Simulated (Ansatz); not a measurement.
Eigenvalues along a path: Sn (bcc type)

```yaml
crystal:
  lattice:
    - [-1.60544, 1.60544, 1.60544]
    - [1.60544, -1.60544, 1.60544]
    - [1.60544, 1.60544, -1.60544]
  atoms:
    - { symbol: Sn, position: [0.00000, 0.00000, 0.00000] }
```

The cell comes from a relaxation on PAW files under the same functional, begun from a prototype that needn't be the stable phase.

Level of theory: DFT with LDA, scalar-relativistic, in Ansatz 0.2.0; a Γ-centred 14×14×14 k mesh, Fermi–Dirac smearing of 0.08 eV, no spin polarisation. LAPW: all electrons, basis error target 1 meV/atom.

This run: volume at 0.65 of the series' base cell.

Spin–orbit coupling is left out, which matters for the heavy atoms. The structure type is held throughout; the real material can change phase at far lower pressure.

Path points, in fractions of the reciprocal vectors: Γ (0.000, 0.000, 0.000), H (0.500, -0.500, 0.500), N (0.000, 0.000, 0.500), P (0.250, 0.250, 0.250). The distance column jumps between branches of the path. Levels in eV from the Fermi level; bands 5 to 13, counted from the lowest band of the run. The gap is zero, the pressure 72.8 GPa.

```
# k(1/Å) point b5 b6 b7 b8 b9 b10 b11 b12 b13
0.000 Γ -22.38 -22.38 -22.38 -21.82 -21.82 -15.83 12.64 12.64 12.64
0.245 - -22.36 -22.36 -22.34 -21.85 -21.81 -15.57 11.43 11.47 11.47
0.489 - -22.31 -22.31 -22.26 -21.93 -21.81 -14.80 8.71 8.71 9.15
0.734 - -22.21 -22.21 -22.12 -22.06 -21.86 -13.49 6.00 6.00 6.75
0.978 - -22.21 -22.07 -22.07 -21.99 -21.97 -11.66 3.58 3.58 4.88
1.223 - -22.36 -22.18 -21.90 -21.90 -21.81 -9.33 1.54 1.54 3.56
1.468 - -22.49 -22.39 -21.73 -21.73 -21.67 -6.57 0.00 0.00 2.69
1.712 - -22.58 -22.55 -21.60 -21.60 -21.58 -3.53 -0.97 -0.97 2.03
1.957 H -22.61 -22.61 -21.55 -21.55 -21.55 -1.30 -1.30 -1.30 1.13
2.130 - -22.59 -22.59 -21.60 -21.58 -21.55 -2.16 -1.83 -1.14 1.99
2.303 - -22.54 -22.51 -21.72 -21.65 -21.54 -3.47 -2.95 -0.65 3.00
2.476 - -22.47 -22.39 -21.90 -21.75 -21.53 -4.64 -4.17 0.13 3.61
2.649 - -22.40 -22.24 -22.10 -21.84 -21.51 -5.59 -5.31 1.16 4.19
2.822 - -22.38 -22.30 -22.09 -21.89 -21.49 -6.31 -6.26 2.37 4.86
2.995 - -22.46 -22.42 -21.95 -21.89 -21.48 -6.99 -6.81 3.68 5.61
3.168 - -22.57 -22.46 -21.86 -21.85 -21.47 -7.44 -7.10 4.88 6.32
3.341 N -22.61 -22.48 -21.85 -21.82 -21.46 -7.60 -7.20 5.45 6.65
3.514 - -22.60 -22.47 -21.85 -21.82 -21.50 -9.38 -5.18 5.64 6.79
3.686 - -22.57 -22.43 -21.87 -21.82 -21.61 -11.09 -2.76 6.19 7.20
3.859 - -22.54 -22.38 -21.89 -21.82 -21.76 -12.55 -0.14 7.09 7.88
4.032 - -22.49 -22.35 -21.94 -21.90 -21.82 -13.75 2.66 8.28 8.81
4.205 - -22.45 -22.34 -22.11 -21.88 -21.82 -14.67 5.59 9.70 9.95
4.378 - -22.41 -22.35 -22.25 -21.85 -21.82 -15.31 8.59 11.23 11.27
4.551 - -22.38 -22.37 -22.34 -21.83 -21.82 -15.70 11.41 12.37 12.48
4.724 Γ -22.38 -22.38 -22.38 -21.82 -21.82 -15.83 12.64 12.64 12.64
4.936 - -22.38 -22.38 -22.32 -21.82 -21.82 -15.63 11.39 11.39 11.69
5.148 - -22.40 -22.40 -22.17 -21.84 -21.84 -15.06 8.57 8.84 8.84
5.360 - -22.42 -22.42 -21.99 -21.85 -21.85 -14.07 5.47 6.30 6.30
5.572 - -22.43 -22.43 -21.85 -21.85 -21.84 -12.67 2.68 3.95 3.95
5.783 - -22.43 -22.43 -21.84 -21.84 -21.78 -10.87 0.30 1.84 1.84
5.995 - -22.38 -22.38 -21.83 -21.82 -21.82 -8.69 -1.61 -0.02 -0.02
6.207 - -22.30 -22.30 -21.99 -21.81 -21.81 -6.23 -2.99 -1.59 -1.59
6.419 P -22.20 -22.20 -22.20 -21.81 -21.81 -4.56 -2.84 -2.84 -2.84
6.631 - -22.39 -22.10 -22.10 -21.81 -21.81 -4.94 -3.74 -3.74 0.01
6.843 - -22.50 -22.06 -22.06 -21.80 -21.80 -5.20 -4.25 -4.25 3.27
7.054 - -22.49 -22.10 -22.10 -21.75 -21.75 -5.20 -4.37 -4.37 6.62
7.266 - -22.35 -22.21 -22.21 -21.68 -21.68 -4.91 -4.11 -4.11 9.10
7.478 - -22.35 -22.35 -22.11 -21.63 -21.63 -4.32 -3.50 -3.50 7.73
7.690 - -22.48 -22.48 -21.84 -21.59 -21.59 -3.42 -2.64 -2.64 4.97
7.902 - -22.58 -22.58 -21.63 -21.56 -21.56 -2.22 -1.75 -1.75 2.49
8.114 H -22.61 -22.61 -21.55 -21.55 -21.55 -1.30 -1.30 -1.30 1.13
9.808 P -22.20 -22.20 -22.20 -21.81 -21.81 -4.56 -2.84 -2.84 -2.84
9.931 - -22.30 -22.21 -22.09 -21.81 -21.81 -4.89 -3.87 -2.38 -1.71
10.053 - -22.38 -22.24 -21.97 -21.82 -21.81 -5.46 -4.80 -1.41 -0.51
10.175 - -22.46 -22.29 -21.84 -21.82 -21.81 -5.99 -5.62 -0.25 0.78
10.297 - -22.51 -22.34 -21.83 -21.81 -21.73 -6.43 -6.31 1.05 2.11
10.420 - -22.55 -22.39 -21.84 -21.82 -21.62 -6.86 -6.77 2.42 3.49
10.542 - -22.58 -22.44 -21.84 -21.82 -21.54 -7.27 -7.01 3.78 4.85
10.664 - -22.60 -22.47 -21.85 -21.82 -21.48 -7.51 -7.15 4.94 6.07
10.787 N -22.61 -22.48 -21.85 -21.82 -21.46 -7.60 -7.20 5.45 6.65
```
